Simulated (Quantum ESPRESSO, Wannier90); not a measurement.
TiTe2 (P-3m1): Wannier90 run

```xyz
3
Lattice="3.8242 0.0000 0.0000 -1.9121 3.3119 0.0000 0.0000 0.0000 6.7183" Properties=species:S:1:pos:R:3 pbc="T T T"
Ti     0.0000     0.0000     0.0000
Te    -1.9121     1.1040    -1.6807
Te     1.9121    -1.1040     1.6807
```

Structure: Materials Project mp-1907, symmetrised, not relaxed again. COD (Crystallography Open Database) has an entry of this formula and space group (matched by these alone). Level: PBEsol, spinors with spin-orbit coupling; pw.x of Quantum ESPRESSO at 68 Ry with PseudoDojo potentials, 6×6×4 k-points, Wannier90. Density: 12×12×6 mesh, cold smearing 0.01 Ry. The cell is built of weakly bound layers, chains or molecules, whose nearest atoms lie 4.02 Å apart. Database cells relaxed without dispersion often hold them too far apart, which can enlarge gaps and weakens couplings between them; spacing and stacking were not compared with the measured crystal.

A tight-binding model is made by disentanglement and projection with no localisation steps (num_iter = 0), so the 34 orbitals stay atom-like: hydrogen-like Ti: s;p;d; Te: s;p, axes along x, y, z; frozen window up to 1.50 eV relative to the Fermi level. It follows pw.x to 4.4 meV rms for states up to 1.0 eV relative to the Fermi level. Matrix elements depend on this choice of orbitals and windows.

Problem. What are the on-site energies relative to the Fermi level, and how fast do the hoppings decay?

Solution. 
| atom | orbitals | energy (eV) |
|---|---|---|
| Ti1 | s↑ s↓ | 3.14 |
| Ti1 | pz↑ pz↓ | 6.08 |
| Ti1 | px↑ px↓ py↑ py↓ | 5.79 |
| Ti1 | dz2↑ dz2↓ | 0.36 |
| Ti1 | dxz↑ dxz↓ dyz↑ dyz↓ | 0.37 |
| Ti1 | dx2-y2↑ dx2-y2↓ dxy↑ dxy↓ | 0.31 |
| Te2 | s↑ s↓ | -9.15 |
| Te2 | pz↑ pz↓ | -0.23 |
| Te2 | px↑ px↓ py↑ py↓ | -0.21 |
| Te3 | s↑ s↓ | -9.15 |
| Te3 | pz↑ pz↓ | -0.23 |
| Te3 | px↑ px↓ py↑ py↓ | -0.21 |

```csv
distance of the centres (Å),largest modulus (eV)
2–3,1.6
3–4,0.88
4–5,0.14
5–6,0.13
6–7,0.18
7–8,0.053
8–9,0.015
```
